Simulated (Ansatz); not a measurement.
SiC (zinc blende)

```
CELL_PARAMETERS angstrom
      0.00000     2.17817     2.17817
      2.17817     0.00000     2.17817
      2.17817     2.17817     0.00000
ATOMIC_POSITIONS crystal
  C  0.75000 0.75000 0.75000
  Si 0.00000 0.00000 0.00000
```

The slice is a {110} plane (indices of the conventional cell) through the point (0.750, 0.750, 0.750) (fractional), spanned by u = [100] and v = [1 -1 -1] in vectors of this cell: u (3.08 Å) and v (4.36 Å, at 90° to u). It covers one period; positions are fractions (u, v).

Computed with r2SCAN (plane waves to 500 eV, PAW, scalar-relativistic; Ansatz, an electronic-structure program). k mesh 13×13×13. Inside the PAW spheres the values are not all-electron values, and peaks at nuclei hang on which shells count as valence. SiC was relaxed with its symmetry unable to fall.

Three fields on this plane, each scaled to ten steps between its own extremes (0 low, 9 high; the total valence density on a logarithmic scale, the potential cut 8 eV below its top; x marks points blanked near nuclei; v = 0 in the bottom row):

Map A
```
|xxxxxx322223322223xxxxx|
|xxxxxx322333333223xxxxx|
|xxxxxx222xxxxxx222xxxxx|
|xxxxx322xxxxxxxx223xxxx|
|xxxx322xxxxxxxxxx223xxx|
|332223xxxxxxxxxxxx32223|
|222333xxxxxxxxxxxx33322|
|233345xxxxxxxxxxxx54333|
|334566xxxxxxxxxxxx66543|
|445678xxxxxxxxxxxx87654|
|5567899xxxxxxxxxx998765|
|66778999xxxxxxxx9998776|
|777888998xxxxxx89988877|
|77788887654444567888877|
|88777766543333456677778|
|88777654432222344567778|
|87776543321111233456777|
|77765433211001123345677|
|77655432110000112345567|
|66554321100000011234556|
|55543221000000001223455|
|44432210000000000122344|
|33322110000000000112233|
|22221100000000000011222|
|22211000000000000001122|
|32211000000000000001122|
|xxxx1100000000000011xxx|
|xxxxx10000000000001xxxx|
|xxxxxx100000000001xxxxx|
|xxxxxx110000000011xxxxx|
|xxxxxx211111111112xxxxx|
|xxxxxx211122221112xxxxx|
```

Map B
```
|xxxxxx998754457899xxxxx|
|xxxxxx999754457999xxxxx|
|xxxxxx999xxxxxx999xxxxx|
|xxxxx999xxxxxxxx999xxxx|
|xxxx999xxxxxxxxxx999xxx|
|888999xxxxxxxxxxxx99988|
|778899xxxxxxxxxxxx99887|
|677787xxxxxxxxxxxx78777|
|556665xxxxxxxxxxxx56665|
|334443xxxxxxxxxxxx34443|
|2222222xxxxxxxxxx222222|
|11112222xxxxxxxx2222111|
|000111222xxxxxx22211100|
|00001122333333332211000|
|00000122333333332210000|
|00000112223333222110000|
|00000011122222211100000|
|00000000111111110000000|
|00000000000000000000000|
|11000000000000000000001|
|22110000000000000000112|
|33321000000000000001233|
|55432100000000000012345|
|66654210000000000124566|
|77765421000000001245677|
|88776542100000012456778|
|xxxx7653210000123567xxx|
|xxxxx65431000013456xxxx|
|xxxxxx654210012456xxxxx|
|xxxxxx765321123567xxxxx|
|xxxxxx876532235678xxxxx|
|xxxxxx887643346788xxxxx|
```

Map C
```
|xxxxxx000000000000xxxxx|
|xxxxxx000000000000xxxxx|
|xxxxxx000xxxxxx000xxxxx|
|xxxxx000xxxxxxxx000xxxx|
|xxxx000xxxxxxxxxx000xxx|
|111000xxxxxxxxxxxx00011|
|443200xxxxxxxxxxxx00234|
|664200xxxxxxxxxxxx00246|
|665200xxxxxxxxxxxx00256|
|665200xxxxxxxxxxxx00256|
|6653000xxxxxxxxxx000356|
|76541000xxxxxxxx0001456|
|766430000xxxxxx00003466|
|77654200000000000024567|
|77765431000000001345677|
|77776654321111234566777|
|77777766555445556677777|
|77777777777777777777777|
|77777888888888888887777|
|77777888899999988887777|
|67777889999999999887777|
|67777889999999999887777|
|66778889999999999888776|
|66677889999999999887766|
|45567889999999999887655|
|11246789999999999876431|
|xxxx3578999999998753xxx|
|xxxxx36789999998763xxxx|
|xxxxxx468888888864xxxxx|
|xxxxxx256777777652xxxxx|
|xxxxxx145554455541xxxxx|
|xxxxxx023211112320xxxxx|
```

Question: Assign the maps to these fields: density of the lowest conduction band (whole band as if filled, smooth part); electron localisation function (ELF); electrostatic potential energy of an electron, from the cell's mean.

Answer: A is the density of the lowest conduction band (whole band as if filled, smooth part); B is the electron localisation function (ELF); C is the electrostatic potential energy of an electron, from the cell's mean.
